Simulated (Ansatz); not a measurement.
An Ansatz (a first-principles code) run. Input:

Ansatz 0.2 input:
```yaml
crystal:
  lattice:
    - [2.9815421064, 0.0, 0.0]
    - [0.0, 2.9815421064, 0.0]
    - [0.0, 0.0, 2.9815421064]
  atoms:
    - { symbol: Y, position: [0.0, 0.0, 0.0] }
    - { symbol: N, position: [0.5, 0.5, 0.5] }
kpoints:
  mp_grid: { grid: [14, 14, 14] }
hamiltonian:
  xc: r2scan
  pseudopotentials: { azcp: { folder: ./paw }, kind: paw }
scf:
  occupations: { method: gaussian, width: 0.05 }
checkpoint: { read: metal.run }
output: { bader: true, populations: true }
```

Output (shortened):

```
Pseudopotential: Y, paw, valence charge 11
Pseudopotential: N, paw, valence charge 5
Functional definition: r2SCAN
Crystal: 2 atoms, lattice volume = 26.505 Å³
Basis set: ecut = 500 eV, 691 PW (Γ), exchange–correlation on 96×96×96 points (64 copies of the dense FFT grid, shifted against one another)
Bands: 16, of which v1, the nominal top of the filled ones, is band 8 counted from 1 (7 counted from 0)
Symmetry: 48 space group operations
Space group: Pm-3m (ITA 221), of the structure as read, at distance tolerance 3.0e-5 Å
k-points: 120 of 2744
Stability of the state it starts from, as read at its close in the unpolarized treatment …
iter 1 solved again at ethr=6.98e-8 eV; its pass at ethr=3.10e-3 eV (dr2=1.12e-5 eV) is discarded
SCF iter   1: F=—  HF=-4246.582442 eV  |F-HF|=—  |Δ(HF+E_count)|=         —  Δρ=3.43e-7  dr2=2.64e-11  dr2_τ=9.05e-12  ethr=6.98e-8  ⟨swp⟩=3.2  Hψ=14912  notcnv=0
preconditioner: auto → none
SCF iter   2: F=-4246.582442 eV  HF=-4246.582442 eV  |F-HF|=5.37e-11  |Δ(HF+E_count)|=   1.63e-9  Δρ=4.93e-7  dr2=6.77e-11  dr2_τ=1.55e-11  ethr=1.00e-12  ⟨swp⟩=5.4  Hψ=6392  notcnv=0
SCF 1 converged in 2 iterations: F = -4246.582442 eV  dr2 = 6.77e-11
SCF converged after 2 iterations
Free energy (F): -4246.582442 eV
Harris-Foulkes:  -4246.582442 eV  (|F-HF|=5.37e-11)
Internal energy: -4246.582236 eV  (E = F + TS)
E sigma→0 (E₀):  -4246.582339 eV
Entropy (-TS):   -0.000205 eV (-0.103 meV/atom)
Fermi energy:    14.402424 eV
--- Per-component energies (eV) ---
  E_band       = -37.555995
  E_kinetic    = 446.766488
  E_local      = -496.636811  (includes V_loc(G=0)·N_el)
  E_nonlocal   = 60.290540
  E_hartree    = 152.423731
  E_xc         = -235.417839
  E_vxc        = -316.851419  (∫ρ·V_xc dr)
  E_paw        = -2960.489171  (= ΣΔE_a)
  E_vpaw       = -53.309188  (= ΣTr[D̂ρ^β])
  E_aug_tail   = -0.000006  (compensation charges beyond the density's cutoff)
  E_vtau       = 17.337003  (kinetic-family band-sum trace: ∫τ·v_τ [+ j·A + Jᵃ·Aᵃ] dr)
  E_ewald      = -1213.335651
  E_core_change = -0.183517  (= ΣΔE_core)
  E_smearing   = -0.000205  (= −TS)
  E_closure    =  0.000000  (closes the sum)
  Σ components = -4246.582442   (vs F -4246.582442, Δ=0.00e0)
  [band-id]    e_kinetic+e_local+e_nonlocal+2·e_hartree+e_vxc+e_vpaw+e_augmentation_tail+e_vtau = -37.555931   (vs E_band -37.555995, Δ=6.38e-5)
--- Band table (eV; the first three rows and the last of 120) ---
  k-point 0: bands = ["-29.6159", "-8.2270", "-8.2270", "-8.2270", "-0.2456", "13.9231", "13.9231", "14.3163", "14.3163", "14.3163", "20.0891", "21.6007", "21.6007", "21.6007", "32.7549", "32.7549"]
  k-point 1: bands = ["-29.6067", "-8.3246", "-8.2188", "-8.2188", "-0.1587", "13.4217", "13.9689", "14.2475", "14.2475", "14.7705", "20.3579", "21.6101", "21.6101", "21.6252", "31.6608", "32.8501"]
  k-point 2: bands = ["-29.5806", "-8.5878", "-8.1956", "-8.1956", "0.0810", "12.5926", "14.0565", "14.0565", "14.1014", "15.5738", "21.0309", "21.6478", "21.6478", "21.6948", "29.9982", "33.0094"]
  k-point 119: bands = ["-29.0766", "-9.2174", "-9.2174", "-9.2174", "1.9318", "9.3283", "9.3283", "9.3283", "22.6909", "22.6909", "22.6909", "24.1764", "24.1764", "25.8928", "25.8928", "25.8928"]
--- Löwdin populations: 2 sites ---
  site symbol       q [e]
     0      Y     10.1425
     1      N      5.7967
  spilling = 0.003803 (of n_electrons = 16.000000)
--- Bader charges: 2 sites ---
  site symbol  charge [e]  shift [e]
     0      Y      1.8947     0.0003
     1      N     -1.8947     0.0003
  shift: an alarm, by how much a part of what the PAW files miss would move the charge. Where it is large, compare
  with a run on PAW files of another source; a small one proves nothing
  estimated error of the sums over rays = 3.2e-4 e
```

Cost: very roughly 25 core-seconds on shared cores.

The start of the workflow was typed in or built on a structure type; neither database checked (COD, Materials Project) lists it. COD files the formula under space group No. 225, so this cell is another polymorph or a model. Its standing as an ambient phase is unchecked. The r²SCAN relaxation kept the symmetry of its start; whether a distortion lowers the energy is not shown. No spin polarisation was allowed. Spin–orbit coupling is left out wherever it is not named.

Potentials: the earlier of the program's two PAW sets.

Ansatz is a plane-wave DFT program.
